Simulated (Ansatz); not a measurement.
Computed with DFT PBE, scalar-relativistic, plane waves, PAW in Ansatz 0.2.0. All cells share a 420 eV cutoff and Γ-centred k meshes spaced at most about 0.3 Å⁻¹ (about 0.25 or finer for metals, 2π included). Collinear spin in cells that started with moments and kept them past the coarse steps, no spin elsewhere.

Each of these unrelaxed guesses is relaxed in cell and atoms within its symmetry. A guess keeps its type if space group and coordination stay and the shape of the cell changes little (axis ratios within about 15 %, angles within 6°); the volume may change.

1. K2ZrO2

```
K Zr O
1.0
    -2.25278    3.63825    3.64725
     2.25278   -3.63825    3.64725
     2.25278    3.63825   -3.64725
K Zr O
2 1 2
Direct
  0.22207 0.72207 0.50000
  0.77793 0.27793 0.50000
  0.00000 0.00000 0.00000
  0.30231 0.00000 0.30231
  0.69769 0.00000 0.69769
```

2. Zr4ScO

```
Zr Sc O
1.0
     0.00000    3.50709    3.50709
     3.50709    0.00000    3.50709
     3.50709    3.50709    0.00000
Zr Sc O
4 1 1
Cartesian
  4.3900 2.6242 4.3900
  4.3900 4.3900 2.6242
  2.6242 4.3900 4.3900
  2.6242 2.6242 2.6242
  5.2606 5.2606 5.2606
  0.0000 0.0000 0.0000
```

3. AlNi4 (collinear spin from parallel moments)

```
Al Ni
1.0
     2.51362    0.00000    0.00000
    -1.25681    2.17686    0.00000
     0.00000    0.00000   20.39995
Al Ni
2 8
Direct
  0.66667 0.33333 0.80000
  0.66667 0.33333 0.20000
  0.33333 0.66667 0.70000
  0.33333 0.66667 0.90000
  0.33333 0.66667 0.10000
  0.33333 0.66667 0.30000
  0.33333 0.66667 0.50000
  0.66667 0.33333 0.00000
  0.66667 0.33333 0.40000
  0.66667 0.33333 0.60000
```

4. ZnSb2O

```
Zn Sb O
1.0
     4.07863    0.00000    0.00000
    -2.03932    3.53220    0.00000
     0.00000    0.00000    7.05993
Zn Sb O
1 2 1
Direct
  0.00000 0.00000 0.50000
  0.00000 0.00000 0.18686
  0.00000 0.00000 0.81314
  0.00000 0.00000 0.00000
```

Task: Which keep their type?

Result: Guesses 2 and 3 keep their type.

```json
{"guess": "1", "kept": "no", "start group": "Immm", "end group": "Immm", "V start (Å³/atom)": "23.9", "V end": "32.6", "b/a and c/a, end over start": "1.19, 1.72", "nearest neighbours start": "K 4, O 3, Zr 2", "nearest neighbours end": "K 2, O 1, Zr 2"}
{"guess": "2", "kept": "yes", "start group": "F-43m", "end group": "F-43m", "V start (Å³/atom)": "14.4", "V end": "22.8", "b/a and c/a, end over start": "1.00, 1.00", "nearest neighbours start": "O 16, Sc 16, Zr 6", "nearest neighbours end": "O 16, Sc 16, Zr 6"}
{"guess": "3", "kept": "yes", "start group": "P-6m2", "end group": "P-6m2", "V start (Å³/atom)": "11.2", "V end": "11.5", "b/a and c/a, end over start": "1.00, 0.94", "nearest neighbours start": "Al 12, Ni 12", "nearest neighbours end": "Al 12, Ni 12"}
{"guess": "4", "kept": "no", "start group": "P6/mmm", "end group": "P6/mmm", "V start (Å³/atom)": "25.4", "V end": "22.7", "b/a and c/a, end over start": "1.00, 1.75", "nearest neighbours start": "O 2, Sb 1, Zn 2", "nearest neighbours end": "O 2, Sb 1, Zn 8"}
```

Neighbours count within 15 % of an atom's shortest distance; end groups are read at 0.02 Å (0.05 Å in metals).

Spin–orbit coupling, which can matter for Sb, is left out. A magnetic state wasn't ruled out in cells without spin, among them K2ZrO2 Immm. Another magnetic order may lie lower. Cells relaxed within their symmetry can be saddle points.
